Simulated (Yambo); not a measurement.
Yambo run on Mg$_{2}$Si (space group Fm-3m, No. 225). The wavefunctions come from this Quantum ESPRESSO step (PBEsol, PseudoDojo standard norm-conserving files, scalar-relativistic):

```
&CONTROL
  calculation = 'nscf'
  pseudo_dir = './pseudo'
  outdir = './out'
/
&SYSTEM
  ibrav = 0
  nat = 3
  ntyp = 2
  ecutwfc = 84.0
  ecutrho = 336.0
  occupations = 'fixed'
  force_symmorphic = .true.
  nbnd = 146
/
&ELECTRONS
  conv_thr = 3.0000000000000004e-09
  diago_full_acc = .true.
  diago_thr_init = 1e-08
/
ATOMIC_SPECIES
Mg 24.3050 Mg.upf
Si 28.0850 Si.upf
CELL_PARAMETERS angstrom
  0.000000000000   3.162045187000   3.162045187000
  3.162045187000   0.000000000000   3.162045187000
  3.162045187000   3.162045187000   0.000000000000
ATOMIC_POSITIONS crystal
Mg   0.250000000000   0.250000000000   0.250000000000
Mg   0.750000000000   0.750000000000   0.750000000000
Si   0.000000000000   0.000000000000   0.000000000000
K_POINTS automatic
4 4 4 0 0 0
```

Yambo input:

```
rim_cut
gw0
dyson
el_el_corr
HF_and_locXC
ppa
em1d
RandQpts= 1000000
RandGvec= 1 Ry
EXXRLvcs= 84 Ry
VXCRLvcs= 336 Ry
Chimod= "HARTREE"
% BndsRnXp
 9 | 143 |
%
NGsBlkXp= 10 Ry
% LongDrXp
 1.0 | 1.0 | 1.0 |
%
PPAPntXp= 27.2114 eV
% GbndRnge
 1 | 143 |
%
GTermKind= "BG"
DysSolver= "n"
ExtendOut
% QPkrange
 1 | 1 | 12 | 13 |
 3 | 3 | 12 | 13 |
 7 | 7 | 12 | 13 |
 8 | 8 | 12 | 13 |
%
```

k points by index: 1 = Γ, 3 = L, 7 = X, 8 = W.

Table of the .qp output:

```
#    K-point    Band    Eo [eV]    E [eV]    E-Eo [eV]    Vxc [eV]    Vnlxc [eV]    Sc|Eo [eV]    Sc|E [eV]    dSc/dw|Eo [eV]    Re(Z)    Im(Z)
#
    1    12    0.000000    -0.615782    -0.615782    -10.06019    -11.31859    0.439356    0.642620    -8.980671    0.751855    -0.002070
    1    13    1.867203    1.833096    -0.034106    -9.289179    -5.193904    -4.139961    -4.129381    -8.485614    0.762283    -0.001957
    3    12    -0.709031    -1.298285    -0.589255    -10.09593    -11.63694    0.753149    0.951758    -9.169630    0.747949    -0.002148
    3    13    1.277836    1.367560    0.089724    -9.771441    -5.925977    -3.728095    -3.755740    -8.368440    0.764793    -0.002001
    7    12    -1.973715    -2.544943    -0.571228    -9.817874    -11.91371    1.322470    1.524613    -9.626113    0.738678    -0.002580
    7    13    0.113821    0.084297    -0.029524    -7.885228    -4.520752    -3.402540    -3.393999    -7.913758    0.774693    -0.001986
    8    12    -2.717683    -3.213713    -0.496031    -9.201716    -11.21603    1.340907    1.518282    -9.721724    0.736735    -0.005429
    8    13    2.624722    2.491257    -0.133465    -8.530292    -4.753933    -3.952125    -3.909824    -8.639874    0.758998    -0.002698
```
(The two width columns are left out.) Convergence of these settings isn't established.

Geometry relaxed with PBEsol.
